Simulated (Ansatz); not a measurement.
# Al₄CoNi₃: stable or not

It was reached by relaxing an invented guess, and it needn't be the stable form of this composition.

Theory: DFT PBE, scalar-relativistic, plane waves, PAW in Ansatz 0.2.0. Plane waves to 420 eV, a 14×14×4 mesh through Γ for the 8-atom cell and 0.10 eV Gaussian smearing; collinear spin.

```cif
data_structure
_symmetry_space_group_name_H-M 'P4/mmm'
_symmetry_Int_Tables_number 123
_cell_length_a 2.8775
_cell_length_b 2.8775
_cell_length_c 11.5904
_cell_angle_alpha 90.000
_cell_angle_beta 90.000
_cell_angle_gamma 90.000
_cell_volume 95.97
loop_
_atom_site_label
_atom_site_type_symbol
_atom_site_symmetry_multiplicity
_atom_site_Wyckoff_symbol
_atom_site_fract_x
_atom_site_fract_y
_atom_site_fract_z
_atom_site_occupancy
Al1 Al 2 g 0.00000 0.00000 0.62201 1
Al2 Al 2 g 0.00000 0.00000 0.87434 1
Co1 Co 1 d 0.50000 0.50000 0.50000 1
Ni1 Ni 2 h 0.50000 0.50000 0.74767 1
Ni2 Ni 1 c 0.50000 0.50000 0.00000 1
```

Formation energies are uncorrected and refer to the elements' standard structures at the same level.

Question: These tests were run: energy against the elements; phonons at Γ. What do they show?

Answer:

```tsv
test	result
energy against the elements	−0.63 eV/atom
phonons at Γ	lowest optical mode 118 cm⁻¹
```

It fails none of these tests. Whether a mixture of other phases lies lower isn't tested here. Phonons away from Γ weren't computed.

The magnetic state reached may not be the lowest. The run for the phonons used a 14×14×4 k mesh and Gaussian smearing of 0.20 eV. The cell carries site moments Co 0.3 μB.
